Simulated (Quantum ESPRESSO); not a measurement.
```
CELL_PARAMETERS angstrom
      1.57689     0.91042     5.99618
     -1.57689     0.91042     5.99618
      0.00000    -1.82084     5.99618
ATOMIC_POSITIONS crystal
  S  0.42007 0.42007 0.42007
  S  0.24619 0.24619 0.24619
  Mo 0.99976 0.99976 0.99976
```

Cell and atoms were relaxed with PBE+D3(BJ) from Materials Project entry mp-1434, within its symmetry.

**Question.** What does norm-conserving PBEsol (Quantum ESPRESSO, 80 Ry, with spin-orbit coupling) give for the electronic structure near the Fermi level?

**Answer.** The PBEsol gap is indirect, 0.70 eV, from Z to 57 % of the way from Γ to X; the smallest direct gap is 1.70 eV.
